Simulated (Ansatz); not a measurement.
Values for one crystal, relaxed and computed with DFT-LDA in the program Ansatz with PAW potentials; other levels are named.

```yaml
volume_per_atom: 12.49 Å³
electronic_character: metallic (no gap)
Pressure derivative B′: 4.7
Formation energy from the elements (no fitted shifts): -0.70 eV/atom
Density of states at the Fermi level: 0.62 states/eV per atom (mean over ±0.08 eV)
highest_zone_centre_frequency: 665 cm⁻¹
Bulk modulus (Birch–Murnaghan fit): 149 GPa
```

### Question
Pick the material that matches.
(A) Ti2C, R-3m (Ti on 6c, C on 3b)
(B) SnS, Cmcm (Sn on 4c, S on 4c)
(C) Sn3Te2Se, P-3m1 (Sn on 1b, Sn on 2d, Te on 2d, Se on 1a)
(D) SiGe, CsCl type

### Answer
A, Ti2C, R-3m (Ti on 6c, C on 3b)

The workflow started from a Materials Project entry (that database holds measured and hypothetical structures alike); the Crystallography Open Database copy checked does not list it. Its standing as an ambient phase is unchecked. The LDA relaxation kept the symmetry of its start; of distortions, only those at the zone centre were tested. The run is not spin-polarised. As this level gives no gap, phonon frequencies hold no LO–TO term and depend on the k-mesh and smearing (Fermi–Dirac, 0.1 eV here). The references are the lowest solids computed at this level, not always the standard phases.

Potentials: the later of the program's two PAW sets.
